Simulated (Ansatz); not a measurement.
**Property card for Al$_{3}$Ga$_{2}$P$_{5}$**

These are results of Ansatz 0.2.0, DFT PBE, scalar-relativistic, plane waves, PAW, not measurements.

Cutoff 420 eV; k points 10×10×10 on the computed 10-atom cell (Γ-centred); Gaussian smearing, width 0.02 eV; no spin polarisation.

The structure is relaxed at this level of theory with its symmetry kept, and needn't be the ground state of this composition.

Space group I-4m2 (No. 119), tetragonal, a = 3.895 Å, c = 27.527 Å. Al on a site of symmetry 2mm is surrounded by 4 P at 2.38 Å; around Al on a site of symmetry -4m2 lie 4 P at 2.38 Å; Ga has 4 P at 2.39 Å; P on a site of symmetry 2mm is surrounded by 2 Al at 2.38 Å and 2 Ga at 2.39 Å; P on a site of symmetry -4m2 is surrounded by 4 Al at 2.38 Å; P on a second site of symmetry 2mm is surrounded by 2 Al at 2.38 Å and 2 Ga at 2.39 Å.

```json
{
  "Volume per atom": "20.88 Å³",
  "Formation energy from the elements' standard states (uncorrected)": "-0.551 eV/atom",
  "Kohn–Sham band gap": "1.65 eV",
  "Orbital (Löwdin) character of the top 1 eV of the valence band": "P 3p 79 %, Al 3p 10 %, Ga 4p 9 %",
  "Orbital (Löwdin) character of the lowest 1 eV of the conduction band": "Al 3p 24 %, P 3p 17 %, P 3s 15 %, Ga 4s 14 %, Ga 4p 13 %, unprojected 13 %",
  "Bader charge by site (e)": "Al (2 in the cell) 2.09, Al (1 in the cell) 2.09, Ga (2 in the cell) 0.84, P (2 in the cell) -1.47, P (1 in the cell) -2.08, P (2 in the cell) -1.47"
}
```

The cell was found from a structure generator's guess, not taken from experiment. Kohn–Sham gaps at this level usually fall short of measured ones. Löwdin shares on free-atom orbitals overweight diffuse shells in the empty bands.
